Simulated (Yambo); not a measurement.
Material: AgNO₃ (space group R3m, No. 160); a = b = c = 4.073 Å, α = β = γ = 78.42° (5 atoms in the cell). Cell and atoms were relaxed with PBE+D3(BJ) from Materials Project entry mp-8196, within its symmetry.

With norm-conserving PBEsol (Quantum ESPRESSO, 84 Ry, without SOC), the gap between the mesh's edge points (L → Z) is 1.594 eV.

What does a G0W0 run in Yambo give for it (4×4×4 Γ-centred k mesh, bands 5 to 132 and a 8 Ry block in the screening, 132 bands in G with the Bruneval-Gonze terminator, plasmon pole fitted at 27.2 eV)?

The correction is 2.674 eV, giving 4.268 eV, 2.7 times the PBEsol value. Among the k points computed, the smallest G0W0 gap is 4.13 eV, L → Γ. Nearest settings tried, and what they do to the gap: 87 bands in W, 87 bands in G: +45 meV; 7 Ry block (143 vectors against 191): +12 meV. Not varied: mesh. So the settings aren't converged at that level. Spin-orbit splittings are left out.
